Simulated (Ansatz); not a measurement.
Polymorphs of LaWN$_{3}$, each relaxed with plane-wave PAW PBEsol (Ansatz code):

A: P2_1/m, a = 5.7948 Å, b = 3.8574 Å, c = 7.8994 Å, α = γ = 90.00°, β = 109.07°

B: Amm2, a = 3.969 Å, b = 7.819 Å, c = 8.189 Å, α = β = γ = 90.00°

C: R-3c, a = 5.6333 Å, b = 5.6333 Å, c = 13.6163 Å, α = 90.00°, β = 90.00°, γ = 120.00°

D: R3c, a = 5.648 Å, b = 5.648 Å, c = 13.730 Å, α = 90.00°, β = 90.00°, γ = 120.00°

Q: Put the candidates in order of energy per atom at 0 K, lowest first, for PBEsol.

A: D (+0 meV/atom), B (+18 meV/atom), C (+24 meV/atom), A (+91 meV/atom)

Q: Give each one's gap.

A: A 1.70 eV; B no gap; C no gap; D 0.98 eV.

Standing as an ambient phase not checked: A; B; C; D. Unstable at this level: B. All cells were relaxed under the symmetry of their starts (and spin orders); stability against distortions was not tested throughout. Rows with no word on spin ran without spin polarisation. Scalar-relativistic: spin–orbit coupling is off unless named, which matters more the heavier the elements.

Energies hold the estimated change up to a 700 eV cutoff; steps of a few meV lie near the error of the meshes.

Potentials: the later of the program's two PAW sets.
